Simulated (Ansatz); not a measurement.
Here is the system:

V2O5:
```
CELL_PARAMETERS angstrom
     10.00234     0.00000     0.00000
      0.00000     3.55363     0.00000
      0.00000     0.00000    10.25772
ATOMIC_POSITIONS crystal
  V  0.12521 0.75000 0.01079
  V  0.87479 0.25000 0.98921
  V  0.37479 0.25000 0.51079
  V  0.62521 0.75000 0.48921
  V  0.07206 0.25000 0.60056
  V  0.92794 0.75000 0.39944
  V  0.42794 0.75000 0.10056
  V  0.57206 0.25000 0.89944
  O  0.99873 0.75000 0.26206
  O  0.00127 0.25000 0.73794
  O  0.50127 0.25000 0.76206
  O  0.49873 0.75000 0.23794
  O  0.06366 0.75000 0.54117
  O  0.93634 0.25000 0.45883
  O  0.43634 0.25000 0.04117
  O  0.56366 0.75000 0.95883
  O  0.07107 0.25000 0.03293
  O  0.92893 0.75000 0.96707
  O  0.42893 0.75000 0.53293
  O  0.57107 0.25000 0.46707
  O  0.20636 0.75000 0.87948
  O  0.79364 0.25000 0.12052
  O  0.29364 0.25000 0.37948
  O  0.70636 0.75000 0.62052
  O  0.24615 0.25000 0.63162
  O  0.75385 0.75000 0.36838
  O  0.25385 0.75000 0.13162
  O  0.74615 0.25000 0.86838
```

This is the PBEsol-relaxed structure. Cartesian axes are those of the cell as given.

Q: All from PBEsol in the plane-wave PAW code Ansatz, unless another level is named. Give the Young's modulus.

A: 56.2 GPa.

Q: Predict the elastic constants (relaxed ions, GPa).

A: C11 = 68.6, C22 = 183, C33 = 17.6, C12 = 35.1, C13 = 0.5, C23 = 4.9, C44 = 18.0, C55 = 17.4, C66 = 34.5.

Space group Pnma. The workflow started from a Materials Project entry (that database holds measured and hypothetical structures alike); the Crystallography Open Database copy checked does not list it. COD files the formula under space group No. 31, 59. Its standing as an ambient phase is unchecked. The cell was relaxed with PBEsol under the symmetry of its start; its stability against distortions is not shown here. No spin polarisation was allowed. No Hubbard U is applied.

Potentials: the later of the program's two PAW sets.
